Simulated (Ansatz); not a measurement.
Starting structure of a cell relaxation (symmetry kept):

Space group Pm-3m (No. 221). a = 3.645 Å, b = 3.645 Å, c = 3.645 Å, α = 90.00°, β = 90.00°, γ = 90.00°
```csv
atom,site,symmetry,x,y,z
Ga,1a,m-3m,0.0000,0.0000,0.0000
Cu,3c,4/mm.m,0.5000,0.0000,0.5000
```

Level of theory: Ansatz, DFT r2SCAN, scalar-relativistic, plane waves, PAW.

Settings: cutoff 500 eV, Γ-centred mesh 12×12×12 on the computed 4-atom cell, Gaussian smearing of 0.10 eV; no spin polarisation.

**Question.** What does it relax to?

**Answer.** The volume increases by 0.02 Å³/atom to 12.13 Å³/atom, and the energy changes by under 0.1 meV/atom. Final structure:
```cif
data_structure
_symmetry_space_group_name_H-M 'P 1'
_symmetry_Int_Tables_number 1
_cell_length_a 3.6478
_cell_length_b 3.6478
_cell_length_c 3.6478
_cell_angle_alpha 90.000
_cell_angle_beta 90.000
_cell_angle_gamma 90.000
_cell_volume 48.54
loop_
_atom_site_label
_atom_site_type_symbol
_atom_site_fract_x
_atom_site_fract_y
_atom_site_fract_z
_atom_site_occupancy
Ga1 Ga 0.00000 0.00000 0.00000 1
Cu1 Cu 0.50000 0.00000 0.50000 1
Cu2 Cu 0.50000 0.50000 0.00000 1
Cu3 Cu 0.00000 0.50000 0.50000 1
```

Cost: 1 run of about 1.5 core-minutes, on Intel Xeon Platinum 8488C (Sapphire Rapids) (shared hosts).